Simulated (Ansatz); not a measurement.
## Cs: energy along a strain

Cs, I4/mmm, a = 5.500 Å, c = 8.194 Å (as given, not relaxed at this level: -0.4 GPa). This isn't the element's structure at ambient conditions. Ansatz: LDA, PAW, 420 eV, Γ-centred 12×12×12 mesh on 1 atom, Gaussian smearing 0.15 eV; no spin polarisation. Cell vectors (Å): -2.750 2.750 4.097; 2.750 -2.750 4.097; 2.750 2.750 -4.097. The cell is strained by x per cent times the pattern (0 1 0 0 0 0) in the order xx yy zz yz xz xy (engineering shears), with fractional coordinates held. y is the free energy over the start, V0 = 123.948 Å³/atom.

| x (%) | y (meV/atom) |
| --- | --- |
| -6.00 | ? |
| -3.00 | -8.40 |
| 0.00 | 0.00 |
| 1.50 | 4.75 |
| 4.50 | 15.13 |
| 6.00 | 20.68 |

Fit y = c1 x + c2 x² + c3 x³ to the other rows, get the stiffness along the pattern, and predict the missing energy.

Least squares on the rows shown. y = 3.0533 x + 0.078123 x² − 0.0020942 x³. The clamped-ion stiffness p·C·p = 2 × 0.7812 eV × 160.2 / 123.948 Å³ = 2.0 GPa, which is C22 in these axes (second derivative at the start, which stands under stress). At x = -6.00 the fit asked for gives -15.06 meV/atom. The run gave -14.96 meV/atom, so the fit is 0.10 meV/atom too low, a small miss on the scale of the series. The form still works here, 33 % of the fitted range beyond its end.